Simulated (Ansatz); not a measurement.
# Every step of a relaxation of Si2Mo (MoSi2 type)

DFT, PBE, PAW with Ansatz's default frozen-core files, scalar-relativistic (Ansatz 0.2.0); a Γ-centred 15×15×15 k mesh, Fermi–Dirac smearing of 0.1 eV, no spin polarisation. The run relaxes cell and atoms at a target pressure of 0 GPa.

Command: `ansatz run input.yaml --threads 2 --pin off --max-ram 5120MiB --backend cpu --events-out ev --progress --plain --runs-dir out` It took 21 s on 2 threads of Arm Neoverse V2, on a shared host, peak memory 0.44 GiB.

PAW: frozen-core files, cutoff 420 eV; forces are relaxed below 0.005 eV/Å.

Each step lists its free energy a cell above the last geometry, the pressure, the cell vectors (Å), and Cartesian positions (Å) with forces (eV/Å).

The first step:

```
step 1  dF = 343.99 meV  P = 28.9 GPa
  cell -1.5502 1.5502 3.7980  1.5502 -1.5502 3.7980  1.5502 1.5502 -3.7980
  Mo 0.0000 0.0000 0.0000   0.0000 0.0000 0.0000
  Si 0.0000 0.0000 2.5447   0.0000 0.0000 -0.2706
  Si 0.0000 0.0000 -2.5447   0.0000 0.0000 0.2706
```

The symmetry of the start is kept and no stability test is made, so the end need not be the stable phase.

**Question.** Where does the relaxation end, and by which steps?

**Answer.** After 5 geometries, with conventional a, b, c = 3.216, 3.216, 7.874 Å, at 13.578 Å³/atom (+11.57 % against the start) in space group I4/mmm, with a shortest distance of 2.598 Å. The further steps:
```
step 2  dF = 2.35 meV  P = -0.07 GPa
  cell -1.6129 1.6129 3.9173  1.6129 -1.6129 3.9173  1.6129 1.6129 -3.9173
  Mo 0.0000 0.0000 0.0000   0.0000 0.0000 0.0000
  Si 0.0000 0.0000 2.6205   0.0000 0.0000 0.0819
  Si 0.0000 0.0000 -2.6205   0.0000 0.0000 -0.0819
step 3  dF = 0.15 meV  P = -0.01 GPa
  cell -1.6085 1.6085 3.9354  1.6085 -1.6085 3.9354  1.6085 1.6085 -3.9354
  Mo 0.0000 0.0000 0.0000   0.0000 0.0000 0.0000
  Si 0.0000 0.0000 2.6344   0.0000 0.0000 0.0508
  Si 0.0000 0.0000 -2.6344   0.0000 0.0000 -0.0508
step 4  dF = 0.03 meV  P = 0.01 GPa
  cell -1.6081 1.6081 3.9372  1.6081 -1.6081 3.9372  1.6081 1.6081 -3.9372
  Mo 0.0000 0.0000 0.0000   0.0000 0.0000 0.0000
  Si 0.0000 0.0000 2.6372   0.0000 0.0000 0.0226
  Si 0.0000 0.0000 -2.6372   0.0000 0.0000 -0.0226
step 5  dF = 0.00 meV  P = 0.00 GPa
  cell -1.6082 1.6082 3.9371  1.6082 -1.6082 3.9371  1.6082 1.6082 -3.9371
  Mo 0.0000 0.0000 0.0000   0.0000 0.0000 0.0000
  Si 0.0000 0.0000 2.6383   0.0000 0.0000 0.0001
  Si 0.0000 0.0000 -2.6383   0.0000 0.0000 -0.0001
step 6  dF = -1.56 meV  P = 0.04 GPa  (same geometry on a basis chosen anew; earlier energies don't compare to the last digit)
  cell -1.6082 1.6082 3.9371  1.6082 -1.6082 3.9371  1.6082 1.6082 -3.9371
  Mo 0.0000 0.0000 0.0000   0.0000 0.0000 0.0000
  Si 0.0000 0.0000 2.6383   0.0000 0.0000 0.0005
  Si 0.0000 0.0000 -2.6383   0.0000 0.0000 -0.0005
```
